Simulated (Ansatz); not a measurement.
# Static calculation, InP

System: InP (zinc blende type, first atom moved by 0.06 Å along [111]), 2 atoms in the cell.

Ansatz input (lattice in Å, positions in fractions of it; a bare `kind: paw` takes the build's default datasets)
```yaml
crystal:
  lattice:
    - [0.0, 2.98, 2.98]
    - [2.98, 0.0, 2.98]
    - [2.98, 2.98, 0.0]
  atoms:
    - { symbol: In, position: [0.005812251, 0.005812251, 0.005812251] }
    - { symbol: P, position: [0.25, 0.25, 0.25] }
kpoints:
  mp_grid: { grid: [4, 4, 4] }
hamiltonian:
  xc: hse06
  pseudopotentials: { kind: paw }
scf:
  occupations: { method: fermi_dirac, width: 0.05 }
output:
  forces: true
  stress: true
  eigenvalues: true
basis:
  ecutwfc: 280
```

Theory: HSE06, plane waves, PAW datasets (generated soft set 1) in Ansatz 0.2.0 development build.

What the run gave

```json
{
  "Pressure": "-1.61 GPa",
  "Largest force": "0.499 eV/Å on In1 and P2",
  "Smearing term TS": "0.0 meV/atom",
  "Gap on the mesh": "1.17 eV",
  "Valence electrons": "18",
  "Irreducible k-points": "13",
  "CPU time": "roughly 13 core-seconds on a shared host"
}
```

```
atom  Fx (eV/Å)  Fy (eV/Å)  Fz (eV/Å)
 In1     -0.288     -0.288     -0.288
  P2      0.288      0.288      0.288
```

Stress tensor in GPa, compression positive:
```
-1.61  0.75  0.75
 0.75 -1.61  0.75
 0.75  0.75 -1.61
```

The stress includes the program's correction for the finite plane-wave basis, here a large one of 4.7 GPa.

The cutoff lies below the one recommended for these datasets. The k-mesh is modest, so these values aren't fully converged in k. Spin–orbit coupling is left out; with heavy elements it can shift the gap and split levels by tenths of an eV.
